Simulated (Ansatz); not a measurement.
HPbBrO:
```yaml
crystal:
  lattice:
    - [7.18763, 0.00000, 0.00000]
    - [0.00000, 3.99114, 0.00000]
    - [0.00000, 0.00000, 9.84284]
  atoms:
    - { symbol: H, position: [0.28670, 0.25000, 0.61627] }
    - { symbol: H, position: [0.71330, 0.75000, 0.38373] }
    - { symbol: H, position: [0.21330, 0.75000, 0.11627] }
    - { symbol: H, position: [0.78670, 0.25000, 0.88373] }
    - { symbol: Pb, position: [0.19815, 0.25000, 0.91341] }
    - { symbol: Pb, position: [0.80185, 0.75000, 0.08659] }
    - { symbol: Pb, position: [0.30185, 0.75000, 0.41341] }
    - { symbol: Pb, position: [0.69815, 0.25000, 0.58659] }
    - { symbol: Br, position: [0.05520, 0.75000, 0.67875] }
    - { symbol: Br, position: [0.94480, 0.25000, 0.32125] }
    - { symbol: Br, position: [0.44480, 0.25000, 0.17875] }
    - { symbol: Br, position: [0.55520, 0.75000, 0.82125] }
    - { symbol: O, position: [0.37484, 0.25000, 0.53996] }
    - { symbol: O, position: [0.62516, 0.75000, 0.46004] }
    - { symbol: O, position: [0.12516, 0.75000, 0.03996] }
    - { symbol: O, position: [0.87484, 0.25000, 0.96004] }
```

Cartesian axes are those of the cell as given.

Task: Give the high-frequency dielectric tensor and the Born effective charge tensors of the independent atoms from DFPT, DFT-LDA in the program Ansatz with PAW potentials.

Result: 
ε∞:
```
5.32  0.00  0.00
0.00  5.71  0.00
0.00  0.00  5.61
```
Z* of atom 1 (H), rows: field, columns: displacement, in e:
```
 0.45   0.00  -0.25
 0.00   0.57   0.00
-0.18   0.00   0.42
```
Z* of atom 5 (Pb), rows: field, columns: displacement, in e:
```
 3.36   0.00  -0.07
 0.00   3.89   0.00
-0.05   0.00   3.21
```
Z* of atom 9 (Br), rows: field, columns: displacement, in e:
```
-1.59   0.00  -0.08
 0.00  -1.75   0.00
-0.16   0.00  -2.02
```
Z* of atom 13 (O), rows: field, columns: displacement, in e:
```
-2.22   0.00  -0.35
 0.00  -2.70   0.00
-0.52   0.00  -1.60
```

Space group Pnma. The workflow started from a Materials Project entry (that database holds measured and hypothetical structures alike); the Crystallography Open Database copy checked does not list it. Its standing as an ambient phase is unchecked. Symmetry was held in the LDA relaxation; whether a distortion lowers the energy is not shown. A crystal of weakly bound chains computed without a dispersion correction: the cell and the soft elastic constants depend strongly on that. Scalar-relativistic: spin–orbit coupling is off unless named, which matters more the heavier the elements.

Potentials: the later of the program's two PAW sets.
